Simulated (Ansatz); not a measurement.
CoO:
```xyz
2
Lattice="0.0000 2.1017 2.1017 2.1017 0.0000 2.1017 2.1017 2.1017 0.0000" Properties=species:S:1:pos:R:3 pbc="T T T"
Co     0.0000     0.0000     0.0000
O      2.1017     2.1017     2.1017
```
The run is spin-polarised; directions of the spins, atom by atom: ↑ ↑.

Relaxed with HSE06.

Q: Give the Bader charges and basin volumes of the independent atoms, HSE06 in the plane-wave PAW code Ansatz.

A: 

| atom | Bader charge (e) | Bader volume (Å³) |
|---|---|---|
| Co1 | +1.36 | 8.4 |
| O2 | -1.36 | 10.2 |

Space group Fm-3m (rock salt). The cell was relaxed with HSE06 under the symmetry of its start. The final state is ferromagnetic, the only order run, not a proven ground state. The cell computed holds one magnetic atom, so no antiferromagnetic order was within reach. Textbook magnetic order: antiferromagnetic. Other orbital occupations within this spin state were not tried.

Potentials: the earlier of the program's two PAW sets. The files were generated under PBE; for other functionals the program regenerates the frozen cores, and for LDA and PBEsol the local potential too.
